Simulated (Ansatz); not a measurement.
One crystal and one scan (energy against volume) at two levels, PBE (plane waves to 420 eV, PAW, scalar-relativistic; Ansatz, an electronic-structure program) and r2SCAN (plane waves to 500 eV, PAW, scalar-relativistic; Ansatz), each from its own relaxed cell and on its own mesh.

The crystal is VBiO4 (scheelite type, space group I4_1/a); the cell is scaled evenly about its relaxed volume V₀.

E stands for the smeared free energy. Spin-orbit coupling is left out, though Bi is heavy. The PAW data are Ansatz's earlier set. This is one of several known forms of VBiO4; the measured ambient cells at hand have space group No. 15 or 60. VBiO4 is run without spin polarisation. VBiO4 was relaxed with its symmetry unable to fall. With the shape held, the modulus is that of even scaling; a crystal free to change shape is softer. Both scans cover V/V₀ from 0.900 to 1.100.

```json
[
 {"quantity": "Lattice constant a (Å)", "run 1": "5.121", "run 2": "5.166"},
 {"quantity": "Lattice constant c (Å)", "run 1": "11.62", "run 2": "11.78"},
 {"quantity": "Relaxed volume (Å³/atom)", "run 1": "12.70", "run 2": "13.10"},
 {"quantity": "Band gap of the relaxed cell, no spin-orbit coupling (eV)", "run 1": "2.48", "run 2": "2.26"},
 {"quantity": "Pressure at the smallest volume (GPa)", "run 1": "18.8", "run 2": "16.7"},
 {"quantity": "Energy cost of the largest compression (meV/atom)", "run 1": "67.9", "run 2": "62.1"},
 {"quantity": "Energy cost of the largest expansion (meV/atom)", "run 1": "46.8", "run 2": "42.4"},
 {"quantity": "Bulk modulus at fixed cell shape B₀ (third-order Birch-Murnaghan fit) (GPa)", "run 1": "140.9", "run 2": "124.3"},
 {"quantity": "Pressure derivative B₀′ (fit)", "run 1": "4.5", "run 2": "4.7"},
 {"quantity": "Pressure for 5 % compression (fit) (GPa)", "run 1": "8.1", "run 2": "7.2"}
]
```

Which run is which level?

Run 2 is PBE, run 1 is r2SCAN. PBE gives the higher value for: lattice constant a; lattice constant c; relaxed volume. PBE gives the lower value for: band gap of the relaxed cell, no spin-orbit coupling; pressure at the smallest volume; energy cost of the largest compression; energy cost of the largest expansion; bulk modulus at fixed cell shape B₀; pressure for 5 % compression. Neither level is exact: the differences show how much the result hangs on the functional.

(A scan under strain: stresses follow from slopes of the energy per volume, elastic moduli from its curvatures.)
